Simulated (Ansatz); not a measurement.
## SiO₂: do energies and stresses tell the same story?

The calculation used DFT r2SCAN, scalar-relativistic, plane waves, PAW in Ansatz.

Plane waves to 500 eV, a k mesh through Γ of 4×4×4 on the computed 24-atom cell and Gaussian smearing (0.02 eV); no spin polarisation.

Relaxed cell: Im-3m, a = 9.885 Å, b = 9.885 Å, c = 9.885 Å, α = 90.00°, β = 90.00°, γ = 90.00°, 24 atoms in the primitive cell. This form isn't the usual stable structure of the compound.

Energies at zero smearing and pressures from the stress tensor, at volumes with shape and atoms relaxed:
```tsv
V (Å³/atom)	E − E(first) (meV/atom)	P (GPa)
17.706	0.00	15.99
18.309	-51.17	11.25
18.913	-85.47	7.04
19.517	-104.79	3.29
20.120	-110.84	0.00
20.724	-105.17	-2.94
21.327	-89.21	-5.49
22.132	-54.07	-8.41
```

Problem. Check P = −dE/dV between neighbouring volumes, and get the bulk modulus from the pressures alone.

Solution. With 1 eV/Å³ = 160.2 GPa:
```csv
middle V (Å³/atom),−ΔE/ΔV (GPa),mean P (GPa)
18.008,13.581,13.622
18.611,9.106,9.145
19.215,5.128,5.164
19.818,1.606,1.645
20.422,-1.504,-1.470
21.026,-4.239,-4.216
21.730,-6.994,-6.952
```

The two differ by 0.04 GPa at most. The mean of two end pressures misses the average over a step by about ΔV² P″/12, up to 0.05 GPa here; with that taken off 0.01 GPa remains. Around V = 20.120 Å³/atom, the two neighbours give B = −V ΔP/ΔV = 20.120 × 6.23 / 1.207 = 103.8 GPa, against B0 = 103.2 GPa from the Birch–Murnaghan fit of the energies.

Cost: 9 runs of about 65 core-minutes in all, on Intel Xeon Processor @ 2.50GHz (Skylake/Cascade Lake) (shared hosts).